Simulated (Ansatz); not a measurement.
AlCo (CsCl type, space group No. 221) under volume change, DFT-PBE in the program Ansatz with PAW potentials, scaled uniformly.

```csv
V (Å³/atom),E − E(relaxed) (meV/atom),P (GPa)
10.554,[?],[?]
10.901,26.1,12.67
11.249,6.2,5.84
11.597,0.0,0.01
11.945,5.5,-4.97
12.293,[?],[?]
12.641,45.1,-12.84
```

**Question.** Some entries are withheld; supply them.

**Answer.** 
- 10.554, E − E(relaxed) (meV/atom): 62.1
- 10.554, P (GPa): 20.69
- 12.293, E − E(relaxed) (meV/atom): 21.1
- 12.293, P (GPa): -9.22

**Question.** What does a third-order Birch–Murnaghan fit give for V₀, B₀ and B′?

**Answer.** V₀ = 11.60 Å³/atom, B₀ = 179 GPa, B′ = 4.3.

Space group Pm-3m (CsCl type). Symmetry was held in the PBE relaxation. The workflow began spin-polarised and lost its moments.

Potentials: the later of the program's two PAW sets.
